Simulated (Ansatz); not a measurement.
## CaMg$_{3}$: how the k-point mesh moves the results

These are results of Ansatz, DFT r2SCAN, scalar-relativistic, plane waves, PAW, not measurements.

```
Ca Mg
1.0
     4.75395    0.00000    0.00000
     0.00000    4.75395    0.00000
     0.00000    0.00000    4.75395
Ca Mg
1 3
Direct
  0.00000 0.00000 0.00000
  0.50000 0.50000 0.00000
  0.50000 0.00000 0.50000
  0.00000 0.50000 0.50000
```

- plane-wave cutoff: 500 eV
- occupation rule: Gaussian smearing, 0.1 eV
- spin treatment: unpolarised

The atoms stay fixed while the k-point mesh is varied. ΔE is the energy extrapolated to zero smearing, less that of the reference run (14×14×14). The cell isn't necessarily relaxed at this level. The meshes are Γ-centred. Pressure is positive in compression.

Q: Tried: 1×1×1, 2×2×2, 4×4×4, 6×6×6, 8×8×8, 10×10×10, 12×12×12, 14×14×14. From which k-point mesh on does the energy per atom stay within 100, 10 and 1 meV of the reference?

A: 2×2×2 for 100 meV, 4×4×4 for 10 meV, none but the reference for 1 meV. The reference itself isn't shown to be converged.

```csv
mesh,ΔE (meV/atom),P (GPa),irreducible points
1×1×1,1502,3.20,1
2×2×2,-15.0,0.36,4
4×4×4,-0.57,0.18,10
6×6×6,-3.91,0.22,20
8×8×8,-2.25,0.13,35
10×10×10,-1.10,0.21,56
12×12×12,-1.18,0.22,84
14×14×14,0.00,0.21,120
```